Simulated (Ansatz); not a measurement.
NaCl (rock salt, Fm-3m), the program Ansatz at the PBEsol level (PAW): ε∞ = 2.57, cell volume 43.95 Å³. Infrared-active transverse modes:

```
ω_TO (cm⁻¹)  oscillator strength S_xx (e²/amu)
-----------  ---------------------------------
166.4                                  0.08548
```

Problem. Compute the static dielectric constant.

Solution. Each mode adds (4.921e7/V) S/ω²: 3.46. So ε0 = 6.02.

Problem. What LO frequency does the Lyddane–Sachs–Teller relation give?

Solution. ω_LO = ω_TO √(ε0/ε∞) = 255 cm⁻¹.

The PBEsol relaxation kept the symmetry of its start; phonons on a q-mesh show no instability.

Potentials: the later of the program's two PAW sets.
